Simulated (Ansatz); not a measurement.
# TaSi$_{2}$: from a starting cell to a relaxed one

The start is a randomly generated symmetric cell of TaSi2 (space group No. 191). A full variable-cell relaxation at zero pressure is run with PBEsol (plane waves to 420 eV, PAW, scalar-relativistic; Ansatz, a program for electronic structure). The first steps use a coarse 7×7×7 k-mesh.

Initial structure:
```yaml
crystal:
  lattice:
    - [3.93720, 0.00000, 0.00000]
    - [-1.96860, 3.40972, 0.00000]
    - [0.00000, 0.00000, 3.53814]
  atoms:
    - { symbol: Si, position: [0.66667, 0.33333, 0.50000] }
    - { symbol: Si, position: [0.33333, 0.66667, 0.50000] }
    - { symbol: Ta, position: [0.00000, 0.00000, 0.00000] }
```

**Question.** What pressure does the first self-consistent step give?

**Answer.** -8 GPa (negative: the cell is under tension).

**Question.** How much energy is released per atom?

**Answer.** 0.40 to 0.42 eV/atom (the two k-meshes of the run give this range).

**Question.** How does the volume change?

**Answer.** -8.7 %, from 15.83 to 14.45 Å³/atom.

**Question.** How do the shortest distances between atoms change?

**Answer.** The closest pairs of elements (up to four, under 3.6 Å), start → end: Si–Si 2.27 → 2.52 Å; Ta–Ta 3.54 → 2.63 Å; Si–Ta 2.88 → 2.84 Å.

**Question.** What band gap does the relaxed structure have at this level?

**Answer.** No gap (metallic).

**Question.** What does it relax into? Give the structure.

**Answer.** 
Space group P6/mmm (No. 191); a = b = 4.366 Å, c = 2.627 Å, α = β = 90.00°, γ = 120.00°

| atom | site | symmetry | x | y | z |
|---|---|---|---|---|---|
| Si | 2d | -6m2 | 0.3333 | 0.6667 | 0.5000 |
| Ta | 1a | 6/mmm | 0.0000 | 0.0000 | 0.0000 |

The space group stays P6/mmm (No. 191) (the run could not lower it), with 3 atoms in the primitive cell. Final values are on a 12×12×18 k-mesh of the relaxed cell. No spin polarisation in the result. The relaxed primitive cell holds an odd number of electrons. A magnetic state may lie lower.

The run could not lose the symmetry of its start, so the end can be a saddle point.

All atoms sit on sites fixed by symmetry, so only the cell could relax.

The relaxed structure here is a generated cell of TaSi2: the first start was made by a random draw of sites in a space group, and the end was not matched to a known phase here, so it may be hypothetical. Known forms of TaSi2 include space group No. 181.
